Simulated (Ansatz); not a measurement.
Zone-centre phonons of Ag at 5 GPa: input and output

The calculation used DFT LDA, scalar-relativistic, plane waves, PAW in Ansatz.

Launched with:
```bash
ansatz run input.yaml --threads 1 --pin off --max-ram 3072MiB --backend cpu --events-out ev --progress --plain --runs-dir out
```

Input (bare energies are in eV):
```yaml
crystal:
  lattice:
    - [2.7953814038, 0.0, 0.0]
    - [-1.3976907019, 2.4208713089, 0.0]
    - [0.0, 0.0, 4.5875874633]
  atoms:
    - { symbol: Ag, position: [0.3333333333, 0.6666666667, 0.25] }
    - { symbol: Ag, position: [0.6666666667, 0.3333333333, 0.75] }
basis:
  ecutwfc: 420
kpoints:
  mp_grid: { grid: [18, 18, 10] }
hamiltonian:
  xc: lda
scf:
  occupations: { method: fermi_dirac, width: 0.15 }
output:
  eigenvalues: true
phonons:
  method: dfpt
  eigenvectors: true
```

The end of the output:
```
--- Phonons (Γ-DFPT): 2 representative perturbations + reference, on 546 of 3240 k-points (Σ response iterations 6) ---
  k mesh reduced under 4 symmetry operations, with k and −k counted as one. Each operation leaves every solved displacement unchanged or reverses it
  ASR residual: 2.781e-4 → 0.000e0 eV/Å²; symmetrization residual: 1.649e-12 eV/Å²
  ASR residual per site (eV/Å²): 2.78e-4 2.78e-4
  Γ frequencies (cm⁻¹): 0.00 0.00 0.00 79.03 79.03 204.17
  non-analytic LO–TO correction: not included (Born effective charges unavailable; polar crystals: no LO–TO splitting at Γ)
```

The run took 77 s on 1 thread of AMD EPYC 7R43 64-Core Processor (Zen 3), on a shared host, peak memory 1.3 GiB.

In a metal, frequencies and elastic constants depend on the k mesh and the smearing, soft modes and shear constants most. Other phases may be more stable at this pressure.

This form isn't the element's structure at ambient conditions.